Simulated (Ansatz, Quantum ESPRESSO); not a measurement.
This is a calculation of HfMo for Ansatz 0.2.0. The cell comes from a database or a generator and needn't be the stable form of this composition.

The input input.yaml:

```yaml
crystal:
  lattice:
    - [1.6712035, -2.472467, 0.0]
    - [1.6712035, 2.472467, 0.0]
    - [0.0, 0.0, 4.447011]
  atoms:
    - { symbol: Hf, position: [0.0, 0.0, 0.0] }
    - { symbol: Mo, position: [0.5, 0.5, 0.5] }
hamiltonian:
  xc: pbe
  pseudopotentials: { kind: paw }
kpoints:
  mp_grid: { grid: [10, 10, 6] }
scf:
  occupations: { method: fermi_dirac, width: 0.05 }
output:
  forces: true
  stress: true
  eigenvalues: true
  write_density: true
  write_potential: true
  elf: true
  volumetric_format: npy
```

Potentials or basis: Ansatz PAW.

Run with:

```sh
$ ansatz run input.yaml --threads 2 --pin off --max-ram 5120MiB --backend cpu --events-out ev --progress --plain --runs-dir out
```

Question: What does the same run look like in Quantum ESPRESSO 7.5? Potentials or basis there: SSSP 1.3 efficiency PBE, cutoff 816 eV.

Answer: As run (cutoffs and basis follow the program's own potentials, and thresholds, step limits or extra output files can differ):

pw.in

```
&CONTROL
  calculation = 'scf'
  prefix = 'pwscf'
  outdir = './tmp'
  pseudo_dir = './pseudo'
  tprnfor = .true.
  tstress = .true.
  disk_io = 'low'
/
&SYSTEM
  ibrav = 0
  nat = 2
  ntyp = 2
  ecutwfc = 60
  nbnd = 20
  occupations = 'smearing'
  smearing = 'fd'
  degauss = 0.00367493
/
&ELECTRONS
  conv_thr = 4d-10
  electron_maxstep = 120
  mixing_beta = 0.5
/
ATOMIC_SPECIES
Hf   178.4900 Hf-sp.oncvpsp.upf
Mo    95.9500 Mo_ONCV_PBE-1.0.oncvpsp.upf
CELL_PARAMETERS angstrom
   1.6712035000   -2.4724670000    0.0000000000
   1.6712035000    2.4724670000    0.0000000000
   0.0000000000    0.0000000000    4.4470110000
ATOMIC_POSITIONS crystal
Hf     0.0000000000    0.0000000000    0.0000000000
Mo     0.5000000000    0.5000000000    0.5000000000
K_POINTS automatic
10 10 6 0 0 0
```

File pp_density.in:

```
&INPUTPP
  prefix = 'pwscf'
  outdir = './tmp'
  filplot = 'density.dat'
  plot_num = 0
/
&PLOT
  nfile = 1
  filepp(1) = 'density.dat'
  iflag = 3
  output_format = 6
  fileout = 'density.cube'
/
```

Contents of pp_potential.in:

```
&INPUTPP
  prefix = 'pwscf'
  outdir = './tmp'
  filplot = 'potential.dat'
  plot_num = 11
/
&PLOT
  nfile = 1
  filepp(1) = 'potential.dat'
  iflag = 3
  output_format = 6
  fileout = 'potential.cube'
/
```

File pp_elf.in:

```
&INPUTPP
  prefix = 'pwscf'
  outdir = './tmp'
  filplot = 'elf.dat'
  plot_num = 8
/
&PLOT
  nfile = 1
  filepp(1) = 'elf.dat'
  iflag = 3
  output_format = 6
  fileout = 'elf.cube'
/
```

Potentials or basis: SSSP 1.3 efficiency PBE.

Command:

```bash
$ OMP_NUM_THREADS=1 pw.x -in pw.in > pw.out
$ OMP_NUM_THREADS=1 pp.x -in pp_density.in > pp_density.out
$ OMP_NUM_THREADS=1 pp.x -in pp_potential.in > pp_potential.out
$ OMP_NUM_THREADS=1 pp.x -in pp_elf.in > pp_elf.out
```

Both were run:

|  | Ansatz | Quantum ESPRESSO |
| --- | --- | --- |
| Pressure | 0.2 GPa | 0.1 GPa |

Ansatz's pressure holds a Pulay term of +0.05 GPa for its cutoff of 420 eV, which the other run lacks.

The potentials hold 40 and 26 valence electrons a cell.

Where Ansatz's input types no cutoff or centring, it takes its own default and a Γ-centred mesh.

Pressure is positive in compression.
